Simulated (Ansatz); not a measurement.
6 guesses for AlIn₂N₃ and where they end

Level of theory: Ansatz 0.2.0, DFT PBE, scalar-relativistic, plane waves, PAW. All cells share a 420 eV cutoff and Γ-centred k meshes spaced at most about 0.3 Å⁻¹ (about 0.25 or finer for metals, 2π included). Collinear spin in cells that started with moments and kept them past the coarse steps, no spin elsewhere.

Each guess was relaxed in cell and atoms at zero pressure, within the symmetry of its start. Temperature and zero-point effects are left out. Coordination counts N atoms around Al and In (those within 1.25 times the shortest such distance or 1.15 times the sum of covalent radii, 1.27 where that leaves under three; a plus sign parts nearer from farther groups; the shortest distance is added where it exceeds 1.18 times the sum of covalent radii; a slash parts the counts of unlike sites).

```
guess      made from  start group  V start (Å³/atom)  end group  V end (Å³/atom)             coordination at the end  gap on mesh (eV)  largest moment (μB)  E over the lowest end (meV/atom)
    1  MgSc3Ru2 type       P4/mmm               18.7     P4/mmm             14.3             Al 8 from 3.1 Å, In 4+4                 0                  0.2                               820
    2  Er2AlCo3 type         R-3m               15.5       R-3m             13.2                          Al 6, In 3                 0                  0.5                                81
    3  CeAl3Pd2 type       P6/mmm               16.4     P6/mmm             15.3              Al 12 from 3.3 Å, In 6                 0                  0.6                               712
    4    random cell       P4/mmm               18.0     P4/mmm             14.5                      Al 2+4, In 2+2                 0                    -                                 0
    5    random cell        P-6m2               16.4      P-6m2             19.5  Al 3, In 6 from 2.6 Å/6 from 2.8 Å                 0                    -                               724
    6    random cell       P4/mmm               18.7          ?                ?                                   ?                 ?                    ?                                 ?
```

Guess 6 as it starts:

```
Al In N
1.0
     4.86579    0.00000    0.00000
     0.00000    4.86579    0.00000
     0.00000    0.00000    4.73213
Al In N
1 2 3
Direct
  0.50000 0.50000 0.00000
  0.00000 0.00000 0.24223
  0.00000 0.00000 0.75777
  0.50000 0.50000 0.50000
  0.00000 0.50000 0.50000
  0.50000 0.00000 0.50000
```

Task: Predict the end of this guess and its energy over the lowest end.

Result: It ends in space group P4/mmm (No. 123), with a = 3.902 Å, c = 5.595 Å, 14.2 Å³/atom and no gap, with moments up to 0.0 μB. It lies 1.02 eV/atom over the lowest end, above guess 1 and so the highest of the set. Counting N atoms around Al and In, this end has Al 2+8 from 2.8 Å, In 4 and the lowest (guess 4) has Al 2+4, In 2+2.

```yaml
crystal:
  lattice:
    - [3.90218, 0.00000, 0.00000]
    - [0.00000, 3.90218, 0.00000]
    - [0.00000, 0.00000, 5.59479]
  atoms:
    - { symbol: Al, position: [0.50000, 0.50000, 0.00000] }
    - { symbol: In, position: [0.00000, 0.00000, 0.25471] }
    - { symbol: In, position: [0.00000, 0.00000, 0.74529] }
    - { symbol: N, position: [0.50000, 0.50000, 0.50000] }
    - { symbol: N, position: [0.00000, 0.50000, 0.50000] }
    - { symbol: N, position: [0.50000, 0.00000, 0.50000] }
```

Energies over the elements count from the elements' standard structures at the same level (N₂ as a molecule), with no fitted energy shifts.

Task: Is the lowest end bound against the elements?

Result: No: its formation energy is +0.48 eV/atom. The separate elements lie lower, so it is unstable against them.

The k mesh leaves some 4 meV/atom of noise in the energy of each metallic cell. The magnetic state reached may not be the lowest. Cells relaxed within their symmetry can be saddle points. A lower structure may well exist outside this small set. Some structure types and database cells were kept out of the candidates from the start, so a known form may be missing.
